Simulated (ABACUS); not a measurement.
## Variants of one calculation on NbP (I4_1md, 4 atoms in the cell; from Materials Project mp-9339, lattice scaled a little)

```yaml
crystal:
  lattice:
    - [-1.69553, 1.69553, 5.81071]
    - [1.69553, -1.69553, 5.81071]
    - [1.69553, 1.69553, -5.81071]
  atoms:
    - { symbol: Nb, position: [0.74988, 0.74988, 0.00000] }
    - { symbol: Nb, position: [0.49988, 0.99988, 0.50000] }
    - { symbol: P, position: [0.33275, 0.33275, 0.00000] }
    - { symbol: P, position: [0.08275, 0.58275, 0.50000] }
```

Base run A: PBE, PseudoDojo 0.5 standard norm-conserving PBE (tails mended) pseudopotentials in ABACUS, self-consistent single point.

Its settings: KPT = MP 7 7 7 0 0 0; basis_type = pw; ecutwfc = 82 Ry; smearing_method = mv; smearing_sigma = 0.0199916 Ry; potentials = PseudoDojo 0.5 standard norm-conserving PBE (tails mended); symmetry = 1; symmetry_prec = 1e-05; ks_solver = dav_subspace; scf_nmax = 100; scf_thr = 1.0e-09 Ry; mixing_type = pulay; mixing_beta = 0.7.

The structure comes from a collection of computed structures, made at another level of theory; the collection holds predicted forms beside known ones. Its lattice was then scaled. No clean gap shows at this smearing width and mesh (spacing up to 0.37 Å⁻¹); the mesh is coarse for partly filled bands, so the values carry mesh errors.

ΔF is the free energy per atom less that of run A. 

```json
[
 {"run": "A", "change": "base", "ΔF (meV/atom)": "0.00", "pressure (GPa)": "-7.29", "largest force (eV/Å)": "0.014", "k-points": "40", "rough cost (cheapest run = 1)": "1"},
 {"run": "B", "change": "atom 1 moved by -0.04 angstrom along z", "ΔF (meV/atom)": "3.0", "pressure (GPa)": "-7.20", "largest force (eV/Å)": "0.590", "k-points": "64", "rough cost (cheapest run = 1)": "2"},
 {"run": "C", "change": "atom 1 moved by +0.04 angstrom along z", "ΔF (meV/atom)": "2.7", "pressure (GPa)": "-7.26", "largest force (eV/Å)": "0.541", "k-points": "64", "rough cost (cheapest run = 1)": "2"}
]
```

Run B against A: The free energy goes up by 3.0 meV/atom, the pressure stays near -7.20 GPa while the zz stress (positive for compression) goes from -6.78 to -6.26 GPa and the largest force goes from 0.014 to 0.590 eV/Å.

Run C against A: The free energy goes up by 2.7 meV/atom, the pressure stays near -7.26 GPa while the xx stress (positive for compression) goes from -7.55 to -7.01 GPa and the largest force goes from 0.014 to 0.541 eV/Å.

Small differences between rows can be mesh errors.

“Tails mended”: in these copies of the files the far tail of each local potential was reset to the Coulomb form.
